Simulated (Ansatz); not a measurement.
C:
```yaml
crystal:
  lattice:
    - [2.51231, 0.00000, 0.00000]
    - [-1.25616, 2.17573, 0.00000]
    - [0.00000, 0.00000, 12.39174]
  atoms:
    - { symbol: C, position: [0.66667, 0.33333, 0.35494] }
    - { symbol: C, position: [0.33333, 0.66667, 0.64506] }
    - { symbol: C, position: [0.33333, 0.66667, 0.85494] }
    - { symbol: C, position: [0.66667, 0.33333, 0.14506] }
    - { symbol: C, position: [0.66667, 0.33333, 0.02076] }
    - { symbol: C, position: [0.33333, 0.66667, 0.97924] }
    - { symbol: C, position: [0.33333, 0.66667, 0.52076] }
    - { symbol: C, position: [0.66667, 0.33333, 0.47924] }
    - { symbol: C, position: [0.00000, 0.00000, 0.68683] }
    - { symbol: C, position: [0.00000, 0.00000, 0.31317] }
    - { symbol: C, position: [0.00000, 0.00000, 0.18683] }
    - { symbol: C, position: [0.00000, 0.00000, 0.81317] }
```

Relaxed with r²SCAN. Special points in fractions of this cell's reciprocal vectors: Γ (0.000, 0.000, 0.000); M (0.500, 0.000, 0.000); K (0.333, 0.333, 0.000); A (0.000, 0.000, 0.500); L (0.500, 0.000, 0.500); H (0.333, 0.333, 0.500).

List the band energies nearest the valence-band maximum at these points for the program Ansatz at the r²SCAN level (PAW).

In eV from the valence-band maximum; about four levels below and three above (degenerate sets whole), none deeper than 8.9 eV; points with the same levels are listed once.

| k | below | above |
|---|---|---|
| Γ | -1.04 -1.04 -0.16 0.00 0.00 | 5.68 5.68 5.81 |
| M | -4.33 -4.28 -3.83 -3.10 | 4.89 5.53 5.58 |
| K | -6.29 -5.04 -4.91 -4.91 | 5.94 5.94 6.43 |
| A | -0.34 -0.34 -0.34 -0.34 | 6.10 6.10 6.10 6.10 |
| L | -4.02 -4.02 -3.46 -3.46 | 5.06 5.06 6.15 6.15 |
| H | -5.58 -5.58 -5.14 -5.14 | 6.18 6.18 7.35 7.35 |

Space group P6_3/mmc. The workflow started from a Materials Project entry (that database holds measured and hypothetical structures alike). Its sites differ from those of the usual phase in this space group: another stacking or structure type. Symmetry was held in the r²SCAN relaxation; phonons on a q-mesh show no instability.

Potentials: the later of the program's two PAW sets.
